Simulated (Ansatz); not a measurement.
MnPd (L1₀ or tetragonal B2, space group No. 123), DFT-PBEsol in the program Ansatz with PAW potentials, all energies at zero smearing, with the estimated change up to a 700 eV cutoff added, with one set of potentials and settings (totals compare only within such a set). Cell of 4 atoms (2 Mn, 2 Pd): -21551.755 eV.

```tsv
element	reference phase	E (eV/atom)
Mn	I-43m, 29 atoms in the cell, spin-polarised	-3868.8262
Pd	Fm-3m, 1 atoms in the cell	-6906.6520
```

Formation energy per atom, worked out: (-21551.755 − 2×(-3868.8262) − 2×(-6906.6520))/4 = -0.200 eV/atom (-19 kJ per mol of atoms), at 0 K, without zero-point energy or fitted corrections.

Space group P4/mmm (L1₀ or tetragonal B2). Its axis ratio c/a = 1.33 departs by over 6 % from that of the usual cell of this phase: another minimum, or an error of the functional. The cell was relaxed with PBEsol under the symmetry of its start, as lowered by the spin order; its stability against distortions is not shown here. Spin order of the final state: antiferromagnetic, chosen from 5 collinear starts compared on coarse meshes (ties went to the first, and starts can fall back to one state), not a proven ground state. The references are the lowest solids computed at this level, not always the standard phases.

Potentials: the later of the program's two PAW sets.
